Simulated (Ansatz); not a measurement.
Polymorphs of Zn, each relaxed with DFT-PBEsol in the program Ansatz with PAW potentials:

A: C2/m
a = 4.861 Å, b = 2.593 Å, c = 7.056 Å, α = γ = 90.00°, β = 107.41°

```csv
atom,site,symmetry,x,y,z
Zn,2a,2/m,0.0000,0.0000,0.0000
Zn,4i,m,0.2394,0.0000,0.6649
```

B: fcc (Cu type) (Fm-3m)
a = 3.8377 Å, b = 3.8377 Å, c = 3.8377 Å, α = 90.00°, β = 90.00°, γ = 90.00°

```
atom  site  symmetry       x       y       z
----  ----  --------  ------  ------  ------
Zn      4a      m-3m  0.0000  0.0000  0.0000
```

Problem. Rank these by energy per atom at 0 K (lowest first), as PBEsol gives it.

Solution. A (+0 meV/atom), B (+17 meV/atom)

Not the usual ambient phase: A; B. All cells were relaxed under the symmetry of their starts (and spin orders); stability against distortions was not tested throughout.

Energies hold the estimated change up to a 700 eV cutoff; steps of a few meV lie near the error of the meshes.

Potentials: the later of the program's two PAW sets.
